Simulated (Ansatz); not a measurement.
# Kick test of a cell of ZnCd₅S₆

The cell was found from a structure generator's guess, not taken from experiment.

Method: DFT PBE, scalar-relativistic, plane waves, PAW in Ansatz 0.2.0. Settings: cutoff 420 eV, Γ-centred mesh 8×8×2 on the computed 12-atom cell, Gaussian smearing of 0.02 eV; no spin polarisation.

The cell below (12 atoms, space group P-4m2 (No. 115)) is relaxed within its symmetry.

```xyz
12
Lattice="4.1203 0.0000 0.0000 0.0000 4.1203 0.0000 0.0000 0.0000 17.6459" Properties=species:S:1:pos:R:3 pbc="T T T"
Zn    2.0601    2.0601    8.8230
Cd    0.0000    0.0000    0.0000
Cd    2.0601    2.0601    3.0319
Cd    0.0000    0.0000    6.0646
Cd    0.0000    0.0000   11.5813
Cd    2.0601    2.0601   14.6140
S     2.0601    0.0000    4.5482
S     0.0000    2.0601    7.5859
S     2.0601    0.0000   10.0601
S     0.0000    2.0601   13.0977
S     2.0601    0.0000   16.1299
S     0.0000    2.0601    1.5160
```

For the test it was strained at random (σ = 1.5 % a component), the atoms were moved at random (σ = 0.05 Å), and all was relaxed again on a coarse 4×4×1 mesh (in the run’s order of axes) with 0.10 eV smearing, with no symmetry imposed.

Question: Does it come back?

Answer: It returns, within 1 meV/atom of the unmoved cell on that mesh and with the same symmetry when read at 0.1 Å. No instability shows in this cell; modes of other wave vectors, which need another repeat, aren't tested.
